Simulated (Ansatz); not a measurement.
Relaxed-ion elastic tensor of ZrOs (CsCl type, Pm-3m) in GPa (Voigt order), PBEsol in the plane-wave PAW code Ansatz; density 13.65 g/cm³, 17.12 Å³ per atom.

|  | 1 | 2 | 3 | 4 | 5 | 6 |
|---|---|---|---|---|---|---|
| 1 | 390 | 142 | 142 | 0.0 | 0.0 | 0.0 |
| 2 | 142 | 390 | 142 | 0.0 | 0.0 | 0.0 |
| 3 | 142 | 142 | 390 | 0.0 | 0.0 | 0.0 |
| 4 | 0.0 | 0.0 | 0.0 | 95.8 | 0.0 | 0.0 |
| 5 | 0.0 | 0.0 | 0.0 | 0.0 | 95.8 | 0.0 |
| 6 | 0.0 | 0.0 | 0.0 | 0.0 | 0.0 | 95.8 |

Question: Is the crystal mechanically stable?

Answer: Yes: the smallest eigenvalue of C is 95.8 GPa.

Question: Work out the Voigt, Reuss and Hill averages.

Answer: K_V = 224, K_R = 224, K_H = 224; G_V = 107, G_R = 105, G_H = 106 GPa.

Question: Give Young's modulus, Poisson's ratio, Pugh's ratio and the universal anisotropy index.

Answer: E = 9KG/(3K + G) = 275 GPa; ν = 0.30; K/G = 2.11 (ductile by the Pugh limit of 1.75); A_U = 5G_V/G_R + K_V/K_R − 6 = 0.08.

Question: Estimate the sound speeds and the Debye temperature.

Answer: v_l = √((K + 4G/3)/ρ) = 5180 m/s, v_t = √(G/ρ) = 2790 m/s, mean 3120 m/s; Θ = (h/k)(3n/4πV)^(1/3) v_m = 360 K.

Question: Give the Zener ratio and Young's modulus along [100], [110] and [111].

Answer: A = 2C44/(C11 − C12) = 0.77; 1/E = S11 − 2(S11 − S12 − S44/2)Γ with Γ = 0, 1/4, 1/3 gives 315, 265, 252 GPa.

The workflow started from a Materials Project entry (that database holds measured and hypothetical structures alike); the Crystallography Open Database files this formula in space group No. 221, but the cells were not matched. Its standing as an ambient phase is unchecked. Symmetry was held in the PBEsol relaxation; of distortions, only those at the zone centre were tested. The run is not spin-polarised. As this level gives no gap, shear constants depend on the k-mesh and smearing (Fermi–Dirac, 0.1 eV here). Scalar-relativistic: spin–orbit coupling is off unless named, which matters more the heavier the elements.

Potentials: the later of the program's two PAW sets.
